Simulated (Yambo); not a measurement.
```xyz
5
Lattice="4.5205 0.0000 0.0000 0.0000 4.5205 0.0000 0.0000 0.0000 4.5205" Properties=species:S:1:pos:R:3 pbc="T T T"
F      0.0000     2.2603     2.2603
F      2.2603     0.0000     2.2603
F      2.2603     2.2603     0.0000
Ca     2.2603     2.2603     2.2603
Cs     0.0000     0.0000     0.0000
```

Response from Yambo on norm-conserving PBEsol (Quantum ESPRESSO, 84 Ry, with spin-orbit coupling) bands: 4×4×4 mesh, 148 bands, 3 Ry local-field block, 0.2 eV broadening.

Task: Give the static electronic dielectric constant without and with local fields.

Result: 
| field along | ε(0), independent particles | ε(0), RPA with local fields | refractive index √ε |
|---|---|---|---|
| x | 2.52 | 2.29 | 1.51 |
Electronic (clamped-ion) response only. PBEsol gaps are usually too small, which raises these values. Convergence of the RPA response with its 4×4×4 mesh was not tested.

Geometry of the Materials Project entry, not relaxed at this level.

The structure is a Materials Project entry; no match was found in the copy of COD used, and its stability was not checked.
